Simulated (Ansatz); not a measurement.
HfC (rock salt)

```
HfC
1.0
    0.00000     2.32035     2.32035
    2.32035     0.00000     2.32035
    2.32035     2.32035     0.00000
C Hf
1 1
Cartesian
  0.00000   0.00000   0.00000
  2.32035   2.32035   2.32035
```

The slice is a {111} plane (indices of the conventional cell) through the point (0.000, 0.000, 0.000) (fractional), spanned by u = [100] and v = [-1 2 0] in vectors of this cell: u (3.28 Å) and v (5.68 Å, at 90° to u). It covers one period; positions are fractions (u, v).

Calculation: r2SCAN (plane waves to 500 eV, PAW, scalar-relativistic; Ansatz, an electronic-structure program). k mesh 17×17×17. Near the nuclei the fields are pseudised (PAW); where an atom keeps semicore shells as valence, they peak there. HfC is run without spin polarisation. HfC was relaxed with its symmetry unable to fall. Spin-orbit coupling is left out, though Hf is heavy.

Problem. Sketch the electrostatic potential energy of an electron, from the cell's mean on this plane as a map.

Solution. 
| v \ u | 0.00 | 0.12 | 0.25 | 0.38 | 0.50 | 0.62 | 0.75 | 0.88 |
|---|---|---|---|---|---|---|---|---|
| 0.93 | x | x | x | 8.6 | 7.7 | 8.6 | x | x |
| 0.86 | x | x | 9.0 | 7.4 | 6.2 | 7.5 | 9.0 | x |
| 0.79 | 8.7 | 8.9 | 8.7 | 7.5 | 6.7 | 7.5 | 8.7 | 8.9 |
| 0.71 | 6.7 | 7.5 | 8.7 | 8.9 | 8.7 | 8.9 | 8.7 | 7.5 |
| 0.64 | 6.2 | 7.4 | 9.0 | x | x | x | 9.0 | 7.5 |
| 0.57 | 7.7 | 8.6 | x | x | x | x | x | 8.6 |
| 0.50 | 8.6 | 9.2 | x | x | x | x | x | 9.2 |
| 0.43 | 7.7 | 8.6 | x | x | x | x | x | 8.6 |
| 0.36 | 6.2 | 7.5 | 9.0 | x | x | x | 9.0 | 7.4 |
| 0.29 | 6.7 | 7.5 | 8.7 | 8.9 | 8.7 | 8.9 | 8.7 | 7.5 |
| 0.21 | 8.7 | 8.9 | 8.7 | 7.5 | 6.7 | 7.5 | 8.7 | 8.9 |
| 0.14 | x | x | 9.0 | 7.5 | 6.2 | 7.4 | 9.0 | x |
| 0.07 | x | x | x | 8.6 | 7.7 | 8.6 | x | x |
| 0.00 | x | x | x | 9.2 | 8.6 | 9.2 | x | x |

Values: electrostatic potential energy of an electron, from the cell's mean, in eV. Points within 1 Å of a nucleus are blanked (x), as the pseudised field means little there. The zero, the cell's mean, hangs on the PAW cores.
